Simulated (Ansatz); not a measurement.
Computed with DFT PBE, scalar-relativistic, plane waves, PAW in Ansatz. Settings: cutoff 420 eV, Γ-centred meshes spaced at most about 0.3 Å⁻¹, and about 0.25 Å⁻¹ or finer for metals (2π included), Gaussian smearing. No spin polarisation in the final relaxations.

All energies are static (0 K, no zero-point motion).

Two forms of RbGeN were relaxed alike.

A.

```
Rb Ge N
1.0
     1.49378   -6.95909    0.00000
     1.49378    6.95909    0.00000
     0.00000    0.00000    5.73567
Rb Ge N
2 2 2
Direct
  0.33179 0.66821 0.25000
  0.66821 0.33179 0.75000
  0.44582 0.55418 0.75000
  0.55418 0.44582 0.25000
  0.00000 0.00000 0.50000
  0.00000 0.00000 0.00000
```

B.

```
Rb Ge N
1.0
     4.14960    0.00000    0.00000
     0.00000    4.14960    0.00000
     0.00000    0.00000   10.32802
Rb Ge N
2 2 2
Direct
  0.50000 0.00000 0.71487
  0.00000 0.50000 0.28513
  0.00000 0.00000 0.00000
  0.50000 0.50000 0.00000
  0.50000 0.00000 0.06795
  0.00000 0.50000 0.93205
```

**Question.** Which form is favoured at zero pressure, and by what margin per atom?

**Answer.** B is lower, by 10 meV/atom. A has space group Cmcm (No. 63), 19.9 Å³/atom and no gap on its mesh; B has space group P4/nmm (No. 129), 29.6 Å³/atom and no gap. The shortest distance is 2.20 Å (Ge–N) in A and 2.19 Å (Ge–N) in B. The lower one is the more open, so pressure narrows the difference. Even the lower one lies +0.47 eV/atom against the reference forms of the elements (uncorrected), so neither is stable at this level. In A, Rb has 2 Rb at 2.99 Å, 3 Ge at 3.10–3.28 Å and 4 N at 3.13 Å; Ge has 4 N at 2.20 Å, 2 Ge at 2.99 Å, 3 Rb at 3.10–3.28 Å and 2 Ge at 3.24 Å; N is surrounded by 4 Ge at 2.20 Å, 4 N at 2.87–2.99 Å and 4 Rb at 3.13 Å. In B, Rb is surrounded by 4 Ge at 3.60 Å, 5 N at 3.65–3.69 Å and 4 Rb at 4.15 Å; around Ge lie 4 N at 2.19 Å, 4 Ge at 2.93 Å and 4 Rb at 3.60 Å; N has 4 Ge at 2.19 Å, 4 N at 3.25 Å and 5 Rb at 3.65–3.69 Å. Both come from invented guesses.

For metals, differences of a few meV/atom aren't resolved. The zero gap of Cmcm may come from the functional, which often closes small gaps, or the cell may be a true semimetal. Cells relaxed within their symmetry can be saddle points.
